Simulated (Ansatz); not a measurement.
SiO₂:
```yaml
crystal:
  lattice:
    - [5.02011, 0.00000, 0.00000]
    - [-2.51006, 4.34755, 0.00000]
    - [0.00000, 0.00000, 5.50887]
  atoms:
    - { symbol: Si, position: [0.52354, 0.52354, 0.00000] }
    - { symbol: Si, position: [0.47646, 0.00000, 0.33333] }
    - { symbol: Si, position: [0.00000, 0.47646, 0.66667] }
    - { symbol: O, position: [0.25588, 0.41448, 0.79448] }
    - { symbol: O, position: [0.58552, 0.84140, 0.12782] }
    - { symbol: O, position: [0.15860, 0.74412, 0.46115] }
    - { symbol: O, position: [0.41448, 0.25588, 0.20552] }
    - { symbol: O, position: [0.84140, 0.58552, 0.87218] }
    - { symbol: O, position: [0.74412, 0.15860, 0.53885] }
```

Relaxed with PBE. Special points in fractions of this cell's reciprocal vectors: Γ (0.000, 0.000, 0.000); M (0.500, 0.000, 0.000); K (0.333, 0.333, 0.000); A (0.000, 0.000, 0.500); L (0.500, 0.000, 0.500); H (0.333, 0.333, 0.500).

List the band energies nearest the valence-band maximum at these points for the program Ansatz at the PBE level (PAW).

In eV from the valence-band maximum; about four levels below and three above (degenerate sets whole), none deeper than 8.9 eV; points with the same levels are listed once.

| k | below | above |
|---|---|---|
| Γ | -0.95 -0.95 -0.50 -0.33 -0.33 | 5.68 9.09 9.09 |
| M | -1.01 -0.79 -0.26 -0.01 | 7.84 8.62 9.45 |
| K | -1.23 -1.23 -0.42 -0.42 0.00 | 8.55 8.55 9.07 |
| A | -1.13 -0.13 -0.13 -0.12 | 7.58 7.58 8.80 |
| L | -0.84 -0.76 -0.60 -0.21 | 8.39 8.95 9.42 |
| H | -0.90 -0.76 -0.57 -0.57 | 8.40 9.57 9.57 |

Space group P3_121. The cell was relaxed with PBE under the symmetry of its start.

Potentials: the later of the program's two PAW sets.
